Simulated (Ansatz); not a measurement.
Structure types of Rh compared at 510 GPa

Structure types of Rh are relaxed in primitive cells with their symmetry kept at 510 GPa, first on PAW files, then by LAPW. The enthalpy is E + pV at zero temperature, without zero-point motion. Only the types listed were tried, and differences under about 5 meV/atom are mesh noise.

All numbers are PBEsol results (scalar-relativistic) from Ansatz 0.2.0, with Fermi–Dirac smearing of 0.1 eV, no spin polarisation. Methods: LAPW: all electrons, basis error target 0.5 meV/atom; PAW: frozen-core files, cutoff 420 eV.

k meshes: fcc 21×21×21, bcc 21×21×21, hcp 19×19×11, simple hexagonal 20×20×19, beta tin 20×20×20, diamond 15×15×15.

The PAW files were made under PBE.

Problem. Order the types by LAPW enthalpy, lowest first.
A. beta tin
B. bcc
C. simple hexagonal
D. fcc
E. hcp
F. diamond

Solution. D (0 meV/atom), E (105 meV/atom), B (732 meV/atom), C (2116 meV/atom), A (2575 meV/atom), F (10815 meV/atom).

| start type | ends as | a, b, c (Å) | V (Å³/atom) | H − H(lowest), LAPW (meV/atom) | same, PAW |
| --- | --- | --- | --- | --- | --- |
| fcc | fcc, Fm-3m | 3.194, 3.194, 3.194 | 8.15 | 0.0 | 0.0 |
| bcc | bcc, Im-3m | 2.538, 2.538, 2.538 | 8.18 | 732.3 | 731.6 |
| hcp | hcp, P6_3/mmc | 2.261, 2.261, 3.685 | 8.16 | 104.8 | 105.0 |
| simple hexagonal | simple hexagonal, P6/mmm | 2.175, 2.175, 2.061 | 8.44 | 2115.8 | 2109.8 |
| beta tin | beta tin, I4_1/amd | 3.958, 3.958, 2.177 | 8.52 | 2575.2 | 2572.2 |
| diamond | diamond, Fd-3m | 4.333, 4.333, 4.333 | 10.17 | 10815.0 | 10783.3 |

Problem. Split the lead of fcc over hcp into energy and pV.

Solution. For hcp less fcc: ΔE = +68.6 meV/atom, and p·ΔV = 510 GPa × +0.0114 Å³ × 6.242 meV/(GPa·Å³) = +36.2 meV/atom, together 104.8 meV/atom. fcc wins on both counts.
